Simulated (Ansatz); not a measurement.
# Cs$_{2}$PdCl$_{4}$: the gap from level to level

A database entry relaxed whole under r2SCAN at zero pressure (P4/mmm, No. 123):

```yaml
crystal:
  lattice:
    - [7.50690, 0.00000, 0.00000]
    - [0.00000, 7.50690, 0.00000]
    - [0.00000, 0.00000, 4.67772]
  atoms:
    - { symbol: Cs, position: [0.00000, 0.50000, 0.50000] }
    - { symbol: Cs, position: [0.50000, 0.00000, 0.50000] }
    - { symbol: Pd, position: [0.00000, 0.00000, 0.00000] }
    - { symbol: Cl, position: [0.21899, 0.21899, 0.00000] }
    - { symbol: Cl, position: [0.78101, 0.21899, 0.00000] }
    - { symbol: Cl, position: [0.78101, 0.78101, 0.00000] }
    - { symbol: Cl, position: [0.21899, 0.78101, 0.00000] }
```

Its volume is 37.66 Å³ an atom, +2.4 % against the entry's 36.76, a cell as deposited in COD (2002).

Single points on this cell with plane-wave PAW DFT (Ansatz 0.2.0; r2SCAN 500 eV, hybrids 420 eV; fermi-dirac occupations of width 0.020 eV; no moments): r2SCAN on a 4×4×6 Γ-centred mesh; r2SCAN with spin-orbit coupling on a 4×4×6 Γ-centred mesh; HSE06 on a 4×4×6 Γ-centred mesh; PBE0 on a 4×4×6 Γ-centred mesh.

What does each level give for gap and charges?

The runs give:

```json
{"level": "r2SCAN", "gap (eV), or kind": "2.00", "pressure (GPa)": "0.0", "Bader charge of Cs (e)": "+0.88", "Bader charge of Pd (e)": "+0.64", "Bader charge of Cl (e)": "-0.60"}
{"level": "r2SCAN with spin-orbit coupling", "gap (eV), or kind": "1.90", "pressure (GPa)": "0.0", "Bader charge of Cs (e)": "+0.88", "Bader charge of Pd (e)": "+0.65", "Bader charge of Cl (e)": "-0.60"}
{"level": "HSE06", "gap (eV), or kind": "3.36", "pressure (GPa)": "0.1", "Bader charge of Cs (e)": "+0.88", "Bader charge of Pd (e)": "+0.66", "Bader charge of Cl (e)": "-0.60"}
{"level": "PBE0", "gap (eV), or kind": "4.13", "pressure (GPa)": "0.0", "Bader charge of Cs (e)": "+0.88", "Bader charge of Pd (e)": "+0.66", "Bader charge of Cl (e)": "-0.61"}
```

Under r2SCAN the gap is 2.00 eV, over mesh and band path. HSE06 moves it by +1.37 eV and PBE0 by +2.13 eV; PBE0 keeps its exact exchange at long range, which widens the gap over HSE06's by 0.77 eV on their common mesh. Spin-orbit coupling moves the r2SCAN gap by -0.10 eV, which the hybrid values lack.

Caveats: the relaxation kept the start's symmetry; HSE06 is read on its mesh and at the zone's corners, PBE0 on its mesh alone; hybrid pressures are good to a few tenths of a GPa; pressure is positive in compression.
